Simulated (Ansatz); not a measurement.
## zincblende-structured YTe

The computed numbers are results of PBEsol, scalar-relativistic (no spin polarisation) in the plane-wave PAW code Ansatz at 420 eV, 8×8×8 k-mesh, Gaussian smearing of 0.05 eV. The datasets are Ansatz's generated set soft_2.

```cif
data_structure
_symmetry_space_group_name_H-M 'P 1'
_symmetry_Int_Tables_number 1
_cell_length_a 4.7915
_cell_length_b 4.7915
_cell_length_c 4.7915
_cell_angle_alpha 60.000
_cell_angle_beta 60.000
_cell_angle_gamma 60.000
_cell_volume 77.79
loop_
_atom_site_label
_atom_site_type_symbol
_atom_site_fract_x
_atom_site_fract_y
_atom_site_fract_z
_atom_site_occupancy
Y1 Y 0.00000 0.00000 0.00000 1
Te1 Te 0.25000 0.25000 0.25000 1
```

The start was a prototype's sites filled with these elements. The Crystallography Open Database lists the compound in space group Fm-3m (rock salt), so this is a trial structure.

Cell and atoms are those of this level's equilibrium.

Path: Γ–X–U | K–Γ–L–W–X, with Γ = (0.000, 0.000, 0.000), X = (-0.500, -0.500, 0.000), U = (-0.375, -0.375, 0.250), K = (-0.375, 0.000, 0.375), L = (0.000, 0.000, 0.500), W = (-0.500, -0.250, 0.250) in reciprocal vectors of the calculation's cell.

Bands as a text map, energy in eV from the Fermi level (dashes), each leg drawn with the same width:
```
  3.71 |***  *             *  *****                     
  3.43 |  *                  *   * *       *            
  3.14 |                  * *       *                   
  2.86 |   **            * *      *       *             
  2.57 |    *           * * *        *   **********     
  2.29 |             ***** *       **********      *    
  2.00 |    **    ***                        ****   *   
  1.71 |   *  *****                              *******
  1.43 |     ** ***        *       **         ********* 
  1.14 |   ***     ***   ** *         ********          
  0.86 |***   *       ***  ******** *******             
  0.57 | *     *******   ** **    **     * *************
  0.29 | **                *     *        *             
  0.00 |*--*-------------*----***----------*------------
 -0.29 |    *           *                   *           
 -0.57 |     ***********                     ***********
 -0.86 |                                                
 -1.14 |                                                
 -1.43 |                                                
 -1.71 |                                                
 -2.00 |                                                
 -2.29 |                                                
 -2.57 |                                                
 -2.86 |                                                
 -3.14 |                                                
 -3.43 |    ***************          *******************
 -3.71 |****        ****   **********    **       **    
 -4.00 | **             ***  *   *         **    *      
        Γ      X      UK       Γ       L       W       X
```

By these bands, is it a metal or an insulator, and if it has a gap, where are the band edges on this path?

A metal: bands cross the Fermi level.

The calculation's cell holds 27 valence electrons, an odd number. Without magnetic order each band takes two, so one stays part-filled and the crystal must be a metal. (Only strong correlation, outside this picture, could make a Mott insulator of it.) A formal count (Y³⁺, Te²⁻) leaves 1 electron a formula unit beyond the anions' closed shells. It goes into the bands above the anion p states, which fits the metal found.

These numbers lack spin–orbit coupling. Spin polarisation wasn't tried.
